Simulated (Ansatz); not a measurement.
Theory: DFT PBE, scalar-relativistic, plane waves, PAW (Ansatz 0.2.0). Settings: cutoff 420 eV, Γ-centred meshes spaced at most about 0.3 Å⁻¹, and about 0.25 Å⁻¹ or finer for metals (2π included), Gaussian smearing. No spin polarisation in the final relaxations.

All energies are static (0 K, no zero-point motion).

Two forms of NaB₄ were relaxed alike.

1.

```yaml
crystal:
  lattice:
    - [2.94390, -4.96019, 0.00000]
    - [2.94390, 4.96019, 0.00000]
    - [0.00000, 0.00000, 4.28273]
  atoms:
    - { symbol: Na, position: [0.50000, 0.50000, 0.00000] }
    - { symbol: Na, position: [0.00000, 0.00000, 0.50000] }
    - { symbol: B, position: [0.13560, 0.64355, 0.87447] }
    - { symbol: B, position: [0.86440, 0.35645, 0.87447] }
    - { symbol: B, position: [0.64355, 0.13560, 0.12553] }
    - { symbol: B, position: [0.35645, 0.86440, 0.12553] }
    - { symbol: B, position: [0.36440, 0.85645, 0.62553] }
    - { symbol: B, position: [0.63560, 0.14355, 0.62553] }
    - { symbol: B, position: [0.85645, 0.36440, 0.37447] }
    - { symbol: B, position: [0.14355, 0.63560, 0.37447] }
```

2.

```yaml
crystal:
  lattice:
    - [-1.53608, 1.53608, 4.06321]
    - [1.53608, -1.53608, 4.06321]
    - [1.53608, 1.53608, -4.06321]
  atoms:
    - { symbol: Na, position: [0.00000, 0.00000, 0.00000] }
    - { symbol: B, position: [0.75000, 0.25000, 0.50000] }
    - { symbol: B, position: [0.38085, 0.38085, 0.00000] }
    - { symbol: B, position: [0.61915, 0.61915, 0.00000] }
    - { symbol: B, position: [0.25000, 0.75000, 0.50000] }
```

Question: Which is lower in energy, and by how much?

Answer: They are level within the accuracy (2 meV/atom apart, with cell 2 the lower in these runs). Cell 1 has space group Ccce (No. 68), 12.5 Å³/atom and no gap on its mesh; cell 2 has space group I4/mmm (No. 139), 7.7 Å³/atom and no gap. Counting B atoms around Na (those within 1.25 times the shortest such distance or 1.15 times the sum of covalent radii, 1.27 where that leaves under three; a plus sign parts nearer from farther groups), cell 1 has Na 4+4 and cell 2 has Na 16. Cell 1 holds B–B nets (shortest 1.65 Å); cell 2 holds B–B bonds in all directions (shortest 1.87 Å). Even the lower one lies +0.33 eV/atom against the reference forms of the elements (uncorrected), so neither is stable at this level. In cell 1, Na has 4 B at 2.66 Å and 4 B at 2.99 Å; B has 3 B at 1.65–1.69 Å, 2 B at 2.14 Å, 1 Na at 2.66 Å, 2 B at 2.70 Å and 1 Na at 2.99 Å. In cell 2, around Na lie 8 B at 2.38 Å and 8 B at 2.55 Å; B on a site of symmetry -4m2 is surrounded by 4 B at 1.87 Å, 4 B at 2.17 Å and 4 Na at 2.55 Å; B on a site of symmetry 4mm is surrounded by 5 B at 1.87–1.94 Å and 4 Na at 2.38 Å. Both come from invented guesses.

For metals, differences of a few meV/atom aren't resolved. A magnetic state wasn't ruled out in cells without spin, among them I4/mmm. Cells relaxed within their symmetry can be saddle points.
